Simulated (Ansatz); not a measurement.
**Does this entry for CO2 lie near equilibrium?**

The cell is an entry of the Crystallography Open Database (COD), atoms as given.

Space group Pa-3 (No. 205); a = 5.6200 Å.

| site | Wyckoff | site symmetry | x | y | z |
| --- | --- | --- | --- | --- | --- |
| C | 4a | .-3. | 0.0000 | 0.0000 | 0.0000 |
| O | 8c | .3. | 0.1080 | 0.1080 | 0.1080 |

One atom of each set is listed.

All values are calculated (Ansatz; DFT, PBE, plane waves and PAW (field gradients read without the response of the frozen cores, which leaves them typically 4 to 6 % off), scalar-relativistic, 420 eV cutoff, Γ-centred 4×4×4 k-points, Fermi–Dirac smearing 0.02 eV), not measured.

**Question.** Do the atoms and the cell lie near the calculated equilibrium?

**Answer.** No. The largest force is 18 eV/Å, on atom 5 (O: 1 C at 1.05 Å), and the pressure is 46.8 GPa. Such values can come from a cell under pressure, imprecise or misplaced coordinates, missing atoms or a wrong setting of the space group; the run alone doesn't tell which, and gradients calculated on this entry can't be taken for those of the compound at ambient conditions.
